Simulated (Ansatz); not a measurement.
Density of states of a Ag5Pt3Au2 cell (elements on a fcc lattice, relaxed), per eV and atom, broadened by Gaussian smearing of width 0.1 eV and averaged over bins of 0.3 eV, from 8 eV under the Fermi level at most up to where the solved bands end.

Method: DFT PBE, scalar-relativistic, plane waves, PAW (Ansatz).

Plane waves to 420 eV, a k mesh through Γ of 6×6×5 on the computed 20-atom cell and Gaussian smearing (0.10 eV); no spin polarisation.

```
Ag Pt Au
1.0
    -6.07727    4.06854    2.02837
     6.10592    4.10071   -2.00852
    -2.07606   -4.10622   -6.15919
Ag Pt Au
10 6 4
Direct
  0.04888 0.34832 0.89689
  0.10324 0.70537 0.79999
  0.59846 0.19329 0.80162
  0.65173 0.55368 0.70291
  0.69383 0.89046 0.59647
  0.00013 0.00092 0.99907
  0.75945 0.25657 0.50512
  0.85051 0.95000 0.29940
  0.49369 0.49708 0.99552
  0.94474 0.64367 0.09791
  0.54990 0.85490 0.90782
  0.20818 0.40758 0.59778
  0.34657 0.44260 0.29519
  0.78819 0.58995 0.39029
  0.46012 0.15830 0.10742
  0.89753 0.29500 0.19939
  0.14393 0.04538 0.69065
  0.24243 0.73837 0.49260
  0.30502 0.10438 0.40087
  0.39907 0.80173 0.19999
```

| E − E_F (eV) | total | Ag 4d | Pt 5d | Au 5d | Ag 5s |
| --- | --- | --- | --- | --- | --- |
| -7.90 | 0.076 | 0.001 | 0.001 | 0.001 | 0.026 |
| -7.60 | 0.112 | 0.002 | 0.002 | 0.002 | 0.032 |
| -7.30 | 0.099 | 0.003 | 0.002 | 0.002 | 0.026 |
| -7.00 | 0.144 | 0.009 | 0.003 | 0.004 | 0.040 |
| -6.70 | 0.193 | 0.021 | 0.008 | 0.011 | 0.045 |
| -6.40 | 0.418 | 0.105 | 0.032 | 0.060 | 0.064 |
| -6.10 | 0.999 | 0.383 | 0.101 | 0.232 | 0.091 |
| -5.80 | 1.874 | 0.887 | 0.194 | 0.476 | 0.160 |
| -5.50 | 2.257 | 1.278 | 0.265 | 0.459 | 0.161 |
| -5.20 | 1.978 | 1.190 | 0.274 | 0.374 | 0.082 |
| -4.90 | 2.042 | 1.291 | 0.261 | 0.401 | 0.041 |
| -4.60 | 2.205 | 1.431 | 0.264 | 0.411 | 0.042 |
| -4.30 | 2.542 | 1.673 | 0.288 | 0.458 | 0.053 |
| -4.00 | 2.727 | 1.747 | 0.339 | 0.505 | 0.057 |
| -3.70 | 2.347 | 1.431 | 0.357 | 0.440 | 0.050 |
| -3.40 | 2.191 | 1.260 | 0.388 | 0.431 | 0.046 |
| -3.10 | 1.938 | 0.948 | 0.425 | 0.462 | 0.041 |
| -2.80 | 1.793 | 0.772 | 0.471 | 0.455 | 0.037 |
| -2.50 | 1.505 | 0.570 | 0.489 | 0.347 | 0.038 |
| -2.20 | 1.311 | 0.384 | 0.575 | 0.244 | 0.044 |
| -1.90 | 1.249 | 0.284 | 0.676 | 0.176 | 0.043 |
| -1.60 | 1.190 | 0.215 | 0.718 | 0.147 | 0.039 |
| -1.30 | 1.269 | 0.185 | 0.833 | 0.139 | 0.038 |
| -1.00 | 1.293 | 0.152 | 0.918 | 0.119 | 0.035 |
| -0.70 | 0.937 | 0.090 | 0.672 | 0.072 | 0.037 |
| -0.40 | 0.568 | 0.046 | 0.379 | 0.036 | 0.041 |
| -0.10 | 0.429 | 0.031 | 0.242 | 0.025 | 0.046 |
| 0.20 | 0.319 | 0.024 | 0.143 | 0.018 | 0.047 |
| 0.50 | 0.344 | 0.025 | 0.116 | 0.017 | 0.062 |
| 0.80 | 0.317 | 0.022 | 0.086 | 0.015 | 0.066 |
| 1.10 | 0.293 | 0.018 | 0.065 | 0.012 | 0.062 |
| 1.40 | 0.278 | 0.016 | 0.050 | 0.011 | 0.063 |
| 1.70 | 0.283 | 0.015 | 0.040 | 0.009 | 0.064 |

The columns after the total are the largest Löwdin projections on the valence shells of the potentials, so they needn't add up, and the weight of a shell that a potential lacks goes to other orbitals. The cell has no gap on the mesh.

Spin-orbit coupling is left out, which matters for the bands of heavy elements.

Cost: 2 runs of about 21 core-minutes in all (earlier runs that led there not counted), on Intel Xeon Platinum 8375C (Ice Lake) (shared hosts).